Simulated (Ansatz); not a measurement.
Values for one crystal, relaxed and computed with plane-wave PAW PBEsol (Ansatz code); other levels are named.

| Item | Value |
|---|---|
| Volume per atom | 18.45 Å³ |
| Electronic character | metallic (no gap) |
| Young's modulus | 120 GPa |
| Bulk modulus (Birch–Murnaghan fit) | 125 GPa |
| Gap with spin–orbit coupling | none (metallic) |
| Formation energy from the elements (no fitted shifts) | -205 meV/atom |
| Pressure derivative B′ | 4.7 |

### Question
Which compound is it?
A) ScIr2, cubic Laves (MgCu2 type)
B) MoRh, Pmma (Mo on 2e, Rh on 2f)
C) SrRh2, cubic Laves (MgCu2 type)
D) Sr3Al2Sn2, Immm (Sn on 4i, Al on 4j, Sr on 2b, Sr on 4i)

### Answer
C, SrRh2, cubic Laves (MgCu2 type)

Space group Fd-3m (cubic Laves (MgCu2 type)). The workflow started from an entry of the Crystallography Open Database (COD). Whether it is the stable phase at ambient conditions was not checked. The cell was relaxed with PBEsol under the symmetry of its start; its stability against distortions is not shown here. The run is not spin-polarised. The references are the lowest solids computed at this level, not always the standard phases. Spin–orbit coupling is left out wherever it is not named.

Potentials: the later of the program's two PAW sets.
